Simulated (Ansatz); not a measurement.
# Ge3Te2S: relaxation step by step

The cell of Ge3Te2S is invented: random cell by space group and Wyckoff sites (Cmmm, No. 65). Lengths were set from tabulated atomic sizes, so they are only a guess.

```yaml
crystal:
  lattice:
    - [3.62785, -3.94210, 0.00000]
    - [3.62785, 3.94210, 0.00000]
    - [0.00000, 0.00000, 6.26031]
  atoms:
    - { symbol: Ge, position: [0.50000, 0.50000, 0.00000] }
    - { symbol: Ge, position: [0.27574, 0.72426, 0.50000] }
    - { symbol: Ge, position: [0.72426, 0.27574, 0.50000] }
    - { symbol: Te, position: [0.00000, 0.00000, 0.50000] }
    - { symbol: Te, position: [0.00000, 0.00000, 0.00000] }
    - { symbol: S, position: [0.50000, 0.50000, 0.50000] }
```

Level of theory: Ansatz 0.2.0, DFT PBE, scalar-relativistic, plane waves, PAW. Cutoff 420 eV, Gaussian smearing, Γ-centred meshes. Cell and atoms relax first on a coarse mesh and then on a finer one. In between, the cell is made exact in the group found at 0.06 Å. In metals the finer mesh still leaves noise of several meV/atom or more. The steps can't lower the symmetry of their start. No spin polarisation.

Steps on the 4×4×4 mesh (6 atoms, 16 steps). The free energy counts from the last step; some steps are skipped; the plane-wave basis is renewed at times, which shifts energy and pressure.

```tsv
step	ΔF (meV/atom)	V (Å³/atom)	P (GPa)	largest force component (eV/Å)
1	1741.8	29.84	24.25	6.420
2	1113.2	31.08	13.92	1.719
3	710.9	31.91	8.56	1.363
4	462.7	32.50	3.47	0.119
6	227.3	30.66	0.67	0.096
7	177.3	29.95	-0.13	0.091
8	149.0	28.87	0.59	0.181
9	136.6	27.91	0.73	0.128
10	130.5	28.70	-0.01	0.100
11	130.1	28.64	-0.03	0.031
13	20.3	29.87	1.13	0.210
14	1.8	30.66	-0.06	0.091
15	0.4	30.73	-0.10	0.018
16	0.0	30.73	-0.08	0.018
```

The relaxed structure, after a last relaxation on the converged mesh:

```yaml
crystal:
  lattice:
    - [2.82953, -5.49954, 0.00000]
    - [2.82953, 5.49954, 0.00000]
    - [0.00000, 0.00000, 5.86257]
  atoms:
    - { symbol: Ge, position: [0.50000, 0.50000, 0.00000] }
    - { symbol: Ge, position: [0.26732, 0.73268, 0.50000] }
    - { symbol: Ge, position: [0.73268, 0.26732, 0.50000] }
    - { symbol: Te, position: [0.00000, 0.00000, 0.50000] }
    - { symbol: Te, position: [0.00000, 0.00000, 0.00000] }
    - { symbol: S, position: [0.50000, 0.50000, 0.50000] }
```

The symmetry stays Cmmm (No. 65). The volume per atom grows by 1.9 %, from 29.8 to 30.4 Å³. The shortest distance goes from 1.77 Å (Ge–S) to 2.56 Å (Ge–S). The energy falls by about 1.7 eV/atom (the start's value is from the coarse mesh). Ge on a site of symmetry mmm has 2 Te at 2.83 Å and 2 S at 2.93 Å; Te on its first site has 2 S at 2.83 Å, 2 Te at 2.93 Å and 2 Ge at 2.94 Å; S is surrounded by 2 Ge at 2.56 Å, 2 Te at 2.83 Å and 2 Ge at 2.93 Å; 2 more sites not described.

```yaml
Volume_per_atom: 30.41 Å³
Density: 4.60 g/cm³
Energy_over_the_elements: +0.44 eV/atom
Gap_on_the_8×8×6_mesh_of_the_6-atom_cell: 0 eV (a metal)
```

The zero of energy is the elements' standard structures at the same level; no fitted shifts are applied.

The last run used Gaussian smearing of 0.10 eV. These runs have no spin–orbit coupling, which can matter for Te. The reference forms of S and Te are held partly by dispersion forces, which this level lacks. A structure relaxed within its symmetry needn't be a true minimum. In all, the 3 runs took 6.7 min on 1 thread of Intel(R) Xeon(R) Processor @ 2.70GHz, on a shared host. Another cell of Ge3Te2S relaxed alike, in P-4m2, lies 0.31 eV/atom lower, so this cell isn't the stable form at this level.
